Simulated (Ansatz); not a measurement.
BaNiF6:
```yaml
crystal:
  lattice:
    - [3.65992, 2.11306, 2.32180]
    - [-3.65992, 2.11306, 2.32180]
    - [0.00000, -4.22611, 2.32180]
  atoms:
    - { symbol: Ba, position: [0.50000, 0.50000, 0.50000] }
    - { symbol: Ni, position: [0.00000, 0.00000, 0.00000] }
    - { symbol: F, position: [0.73563, 0.73563, 0.07337] }
    - { symbol: F, position: [0.26437, 0.26437, 0.92663] }
    - { symbol: F, position: [0.07337, 0.73563, 0.73563] }
    - { symbol: F, position: [0.92663, 0.26437, 0.26437] }
    - { symbol: F, position: [0.73563, 0.07337, 0.73563] }
    - { symbol: F, position: [0.26437, 0.92663, 0.26437] }
```

Relaxed with r²SCAN.

Problem. Map the electron localisation function on the plane through (0.500, 0.500, 0.500) spanned by u = [1, 0, 0] and v = [0, 1, 1] in lattice vectors, from r²SCAN in the plane-wave PAW code Ansatz.

Solution. x is the fraction of u, y of v (the angle between them is 104°; rows are the nearest grid lines); atoms in the plane: Ba at (0.00, 0.00), Ni at (0.50, 0.50), F at (0.57, 0.24), F at (0.43, 0.76).
```
y \ x   0.000  0.0833  0.167  0.292  0.375  0.458  0.542  0.625  0.708  0.833  0.917   1.00
------  -----  ------  -----  -----  -----  -----  -----  -----  -----  -----  -----  -----
1.00    0.000   0.182  0.880  0.284  0.013  0.011  0.011  0.013  0.284  0.880  0.182  0.000
0.935   0.200   0.770  0.877  0.036  0.093  0.297  0.288  0.047  0.245  0.881  0.480  0.200
0.839   0.874   0.777  0.110  0.554  0.779  0.781  0.833  0.457  0.046  0.770  0.868  0.874
0.774   0.303   0.080  0.048  0.824  0.677  0.512  0.815  0.470  0.028  0.104  0.262  0.303
0.677   0.010   0.008  0.189  0.755  0.767  0.760  0.357  0.076  0.044  0.028  0.019  0.010
0.613   0.009   0.005  0.034  0.242  0.237  0.127  0.219  0.238  0.071  0.034  0.020  0.009
0.548   0.005   0.005  0.015  0.070  0.268  0.418  0.555  0.316  0.092  0.030  0.015  0.005
0.452   0.005   0.015  0.030  0.092  0.316  0.555  0.418  0.268  0.070  0.015  0.005  0.005
0.387   0.009   0.020  0.034  0.071  0.238  0.219  0.127  0.237  0.242  0.034  0.005  0.009
0.323   0.010   0.019  0.028  0.044  0.076  0.357  0.760  0.767  0.755  0.189  0.008  0.010
0.226   0.303   0.262  0.104  0.028  0.470  0.815  0.512  0.677  0.824  0.048  0.080  0.303
0.161   0.874   0.868  0.770  0.046  0.457  0.833  0.781  0.779  0.554  0.110  0.777  0.874
0.0645  0.200   0.480  0.881  0.245  0.047  0.288  0.297  0.093  0.036  0.877  0.770  0.200
0.000   0.000   0.182  0.880  0.284  0.013  0.011  0.011  0.013  0.284  0.880  0.182  0.000
```

The density is the valence pseudo-density with augmentation charge, so density and ELF within about 1 Å of a nucleus are not all-electron values.

Space group R-3m. The workflow started from a Materials Project entry (that database holds measured and hypothetical structures alike); the Crystallography Open Database copy checked does not list it. Its standing as an ambient phase is unchecked. The r²SCAN relaxation kept the symmetry of its start; whether a distortion lowers the energy is not shown. The run is not spin-polarised. No Hubbard U is applied. Scalar-relativistic: spin–orbit coupling is off unless named, which matters more the heavier the elements.

Potentials: the later of the program's two PAW sets.
